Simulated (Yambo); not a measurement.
G0W0@LDA for MgO (rock salt, space group Fm-3m, No. 225) in Yambo. Reference settings: 6×6×6 Γ-centred k mesh, bands 2 to 71 and a 14 Ry block in the screening, 71 bands in G with the Bruneval-Gonze terminator, plasmon pole fitted at 27.2 eV. The LDA gap Γ → Γ on this mesh is 5.07 eV; G0W0 gaps are taken between the same points.

With and without the terminator, as bands are cut:

```
bands in G (in W)  gap, terminator (eV)  gap, none (eV)  valence shift, terminator (eV)  valence shift, none (eV)
-----------------  --------------------  --------------  ------------------------------  ------------------------
15 (15)                           8.115           7.888                          -1.217                    -0.651
25 (25)                           7.938           7.725                          -1.376                    -0.905
39 (39)                           7.894           7.718                          -1.476                    -1.132
54 (54)                           7.885           7.744                          -1.529                    -1.259
71 (71)                           7.880           7.782                          -1.552                    -1.363
```

Over this range the gap spans 0.235 eV with the terminator and 0.170 eV without, the valence shift 0.335 eV and 0.712 eV. Neither column has reached its limit for certain.

Geometry relaxed with LDA; primitive cell a = 2.941 Å, b = 2.941 Å, c = 2.941 Å, α = 60.00°, β = 60.00°, γ = 60.00°.

A shift is the quasiparticle energy of the state minus its LDA energy.
